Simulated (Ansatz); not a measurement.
**Computed properties of GaCo**

```
CELL_PARAMETERS angstrom
2.88310 0.00000 0.00000
0.00000 2.88310 0.00000
0.00000 0.00000 2.88310
ATOMIC_POSITIONS crystal
Ga 0.50000 0.50000 0.50000
Co 0.00000 0.00000 0.00000
```

Atoms are numbered in the order listed.

The conventional cell has a = 2.883 Å, b = 2.883 Å, c = 2.883 Å, α = 90.00°, β = 90.00°, γ = 90.00°. Ga (atom 1) is surrounded by 8 Co at 2.50 Å. Around Co (atom 2) lie 8 Ga at 2.50 Å.

The cell is COD entry 1525477, as deposited and not checked against the literature; nothing was relaxed.

Methods: DFT, PBE, all-electron LAPW, scalar-relativistic (Ansatz 0.2.0); DFT, PBE, PAW with Ansatz's default frozen-core files, scalar-relativistic (Ansatz 0.2.0).

For LAPW: a Γ-centred 11×11×11 k mesh, Fermi–Dirac smearing of 0.03 eV, basis error target 1 meV/atom, spin-polarised from start moments Co2 2 μB (the moments died away, and the run ended non-magnetic). PAW takes a cutoff of 420 eV at this cell. The Ansatz runs share mesh, smearing and spin set-up. Values come from LAPW unless marked.

* Bader charges (from the PAW run): Ga1 +0.31, Co2 -0.31 e
* Band gap: none: bands cross the Fermi level, a metal
* Density of states at the Fermi level (0.2 eV bin): 1.07 states/eV per cell
* Volume per atom: 11.98 Å³

(1) Give the computed value. Löwdin charges (with 0.12 e of the cell spilling out of the atomic basis, so their sizes and signs hang on that basis).

(2) Pressure at this cell: what does the calculation give?

Answers

(1) Ga1 -0.44, Co2 0.56 e.

(2) -2.6 kbar.
